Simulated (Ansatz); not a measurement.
Input and command of a calculation in Ansatz (plane waves; scalar-relativistic PAW potentials unless the input names others):

```yaml
crystal:
  lattice:
    - [4.2827097112, 0.0, 0.0]
    - [0.0, 4.2827097112, 0.0]
    - [0.0, 0.0, 4.2827097112]
  atoms:
    - { symbol: Hf, position: [0.5, 0.0, 0.0] }
    - { symbol: Hf, position: [0.0, 0.5, 0.0] }
    - { symbol: Hf, position: [0.0, 0.0, 0.5] }
    - { symbol: Au, position: [0.5, 0.5, 0.5] }
basis:
  ecutwfc: 500
kpoints:
  mp_grid: { grid: [10, 10, 10] }
hamiltonian:
  xc: r2scan
scf:
  occupations: { method: gaussian, width: 0.1 }
  eigensolver: { kind: davidson }
output:
  forces: true
  eigenvalues: true
  stress: true
```

```bash
ansatz run input.yaml --threads 1 --pin off --max-ram 2560MiB --backend cpu --events-out ev --progress --plain --runs-dir out
```

Abridged log:
```
Basis set: ecut = 500 eV, 1935 PW (Γ), exchange–correlation on 128×128×128 points (64 copies of the dense FFT grid, shifted against one another)
Bands: 59, of which v1, the nominal top of the filled ones, is band 49 counted from 1 (48 counted from 0)
Symmetry: 48 space group operations
k-points: 56 of 1000
SCF iter   1: F=—  HF=-60363.368798 eV  |F-HF|=—  |Δ(HF+E_count)|=         —  Δρ=1.15e-2  dr2=1.66e-1  dr2_τ=7.56e-2  ethr=1.77e-3  ⟨swp⟩=5.8  Hψ=12276  notcnv=0
SCF iter   2: F=—  HF=-60363.393797 eV  |F-HF|=—  |Δ(HF+E_count)|=   2.50e-2  Δρ=4.92e-3  dr2=4.62e-2  dr2_τ=4.25e-3  ethr=1.71e-4  ⟨swp⟩=3.6  Hψ=8707  notcnv=0
SCF iter   3: F=—  HF=-60363.389738 eV  |F-HF|=—  |Δ(HF+E_count)|=   4.06e-3  Δρ=3.71e-3  dr2=2.00e-2  dr2_τ=8.33e-4  ethr=4.77e-5  ⟨swp⟩=3.0  Hψ=6739  notcnv=0
SCF iter   4: F=—  HF=-60363.389416 eV  |F-HF|=—  |Δ(HF+E_count)|=   3.22e-4  Δρ=2.01e-3  dr2=8.10e-3  dr2_τ=2.58e-4  ethr=2.07e-5  ⟨swp⟩=2.3  Hψ=6077  notcnv=0
SCF iter   5: F=—  HF=-60363.388680 eV  |F-HF|=—  |Δ(HF+E_count)|=   7.36e-4  Δρ=4.30e-4  dr2=3.12e-4  dr2_τ=1.17e-5  ethr=3.16e-7  ⟨swp⟩=4.0  Hψ=14017  notcnv=0
SCF iter   6: F=—  HF=-60363.388675 eV  |F-HF|=—  |Δ(HF+E_count)|=   5.61e-6  Δρ=1.21e-4  dr2=2.33e-5  dr2_τ=1.07e-6  ethr=3.16e-7  ⟨swp⟩=3.0  Hψ=6383  notcnv=0
SCF iter   7: F=—  HF=-60363.388676 eV  |F-HF|=—  |Δ(HF+E_count)|=   1.62e-6  Δρ=2.15e-5  dr2=4.19e-7  dr2_τ=2.62e-8  ethr=2.41e-8  ⟨swp⟩=4.0  Hψ=7509  notcnv=0
SCF iter   8: F=-60363.388677 eV  HF=-60363.388677 eV  |F-HF|=1.60e-8  |Δ(HF+E_count)|=   2.67e-7  Δρ=7.53e-6  dr2=5.30e-8  dr2_τ=1.46e-9  ethr=4.32e-10  ⟨swp⟩=4.3  Hψ=9401  notcnv=0
SCF 1 converged in 8 iterations: F = -60363.388677 eV  dr2 = 5.30e-8
  Residual-converged pass: ⟨swp⟩=3.6  Hψ=7875  notcnv=0  max |occ|·‖R‖ = 6.7e-6 eV (tolerance 6.7e-6 eV) dr2=5.37e-8  dr2_τ=1.59e-9  dr2_onsite=1.51e-8  max |Δocc| = 2.1e-8
SCF converged after 8 iterations
Free energy (F): -60363.388677 eV
Harris-Foulkes:  -60363.388677 eV  (|F-HF|=1.60e-8)
Internal energy: -60363.355090 eV  (E = F + TS)
E sigma→0 (E₀):  -60363.371883 eV
Entropy (-TS):   -0.033587 eV (-8.397 meV/atom)
Fermi energy:    21.381922 eV
--- Forces (eV/Å), atoms counted from 1 ---
  atom   1  Hf     0.00000000     0.00000000     0.00000000
  atom   2  Hf     0.00000000     0.00000000     0.00000000
  atom   3  Hf     0.00000000     0.00000000     0.00000000
  atom   4  Au     0.00000000     0.00000000     0.00000000
--- Stress (GPa, compression-positive) ---
        4.158835       0.000000       0.000000
        0.000000       4.158835       0.000000
        0.000000       0.000000       4.158835
  P = ⅓ Tr σ = 4.1588 GPa (41.588 kbar)
```

Apart from outputs and empty bands, the input differs from a reference run on usual settings in scf.eigensolver.kind: not typed → "davidson". The reference, at the same geometry (not necessarily relaxed), gave pressure 4.16 GPa, largest force 0.000 eV/Å, no gap on the mesh. This run converged in 8 SCF iterations (reference: 8) with an energy at zero smearing within 0.01 meV/atom of the reference's, pressure 4.16 GPa, largest force 0.000 eV/Å, no gap on the mesh.